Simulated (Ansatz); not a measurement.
Consider the following.

LaN:
```yaml
crystal:
  lattice:
    - [0.00000, 2.80235, 2.80235]
    - [2.80235, 0.00000, 2.80235]
    - [2.80235, 2.80235, 0.00000]
  atoms:
    - { symbol: N, position: [0.25000, 0.25000, 0.25000] }
    - { symbol: La, position: [0.00000, 0.00000, 0.00000] }
```

This is the r²SCAN-relaxed structure. x, y and z are the axes in which the lattice vectors are written.

Task: All from plane-wave PAW r²SCAN (Ansatz code), unless another level is named. Estimate the piezoelectric stress constants (proper, relaxed ions, C/m²).

Result: e14 = e25 = e36 = -0.34.

Task: What about the Hill bulk and shear moduli?

Result: 89.9 and 18.6 GPa.

Task: And the elastic constants (relaxed ions, GPa)?

Result: C11 = 101, C12 = 84.1, C44 = 30.9.

Space group F-43m (zinc blende). The start of the workflow was typed in or built on a structure type; neither database checked (COD, Materials Project) lists it. COD files the formula under space group No. 225, so this cell is another polymorph or a model. Whether it is the stable phase at ambient conditions was not checked. The cell was relaxed with r²SCAN under the symmetry of its start; whether a distortion lowers the energy is not shown. Scalar-relativistic: spin–orbit coupling is off unless named, which matters more the heavier the elements.

Potentials: the later of the program's two PAW sets.
